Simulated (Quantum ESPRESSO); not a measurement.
## PAlSi2C4 (convergence and cost over cutoff and k mesh)

Computed values, not a measurement. The program is pw.x of Quantum ESPRESSO 7.5 (plane-wave density functional theory). The cell is made up: 8 atoms on a zincblende/diamond lattice, with randomly drawn elements, strain and displacements, not relaxed. PseudoDojo standard norm-conserving files (v0.5 for PBE, v0.4.1 for LDA and PBEsol) set the functional; there is no spin polarisation, spin-orbit coupling or dispersion term, and the masses in the input are unused placeholders.

Input of the run in row 2:

```
&control calculation='scf', pseudo_dir='./dojo.nc.sr.pbe.v0_5.standard.upf', outdir='./o', disk_io='medium', tprnfor=.true., tstress=.true. /
&system ibrav=0, nat=8, ntyp=4, nbnd=22, ecutwfc=82.02448710, nosym=.true., tot_charge=0,
 occupations='smearing', smearing='fd', degauss=0.0018374661
/
&electrons conv_thr=7.350e-09, electron_maxstep=60, /
ATOMIC_SPECIES
Al 1.0 Al.upf
C 1.0 C.upf
P 1.0 P.upf
Si 1.0 Si.upf
CELL_PARAMETERS angstrom
4.3749 0.0 0.0
0.0 4.3749 0.0
0.0 0.0 4.3749
ATOMIC_POSITIONS angstrom
P -0.028 0.0 0.0675
Al 0.062 2.0559 2.1588
Si 2.2094 0.077 2.2998
Si 2.2225 2.178 -0.1373
C 1.0661 1.1416 1.204
C 1.2418 3.222 3.2416
C 3.1772 1.0879 3.2761
C 3.3894 3.4077 1.0548
K_POINTS automatic
4 4 4 1 1 1
```

The same cell was run at these settings. Meshes are shifted by half a step, and differences are from the last row, which is itself not exact.

```
cutoff (eV)     k mesh  k points solved  threshold (eV)  free energy less the last row's (eV)  pressure (GPa)  largest stress difference (GPa)  largest force difference (eV/Å)  iterations  wall time (s)  k-point pools              processor
        781  2 x 2 x 2                4           1e-04                                 0.717           12.39                             2.41                            0.140           8             13              1  AMD EPYC, Zen 5 class
       1116  4 x 4 x 4               32           1e-07                                 0.006           14.70                             0.07                            0.005          12            127              1  AMD EPYC, Zen 5 class
       1347  6 x 6 x 6              108           1e-07                                 0.000           14.77                             0.00                            0.000          12            472              1  AMD EPYC, Zen 5 class
```

Each pool is one process. Wall times include start-up and a band step at six k points, which weighs most on the coarsest meshes. The runs were on shared virtual cores whose load varied, so times are rough.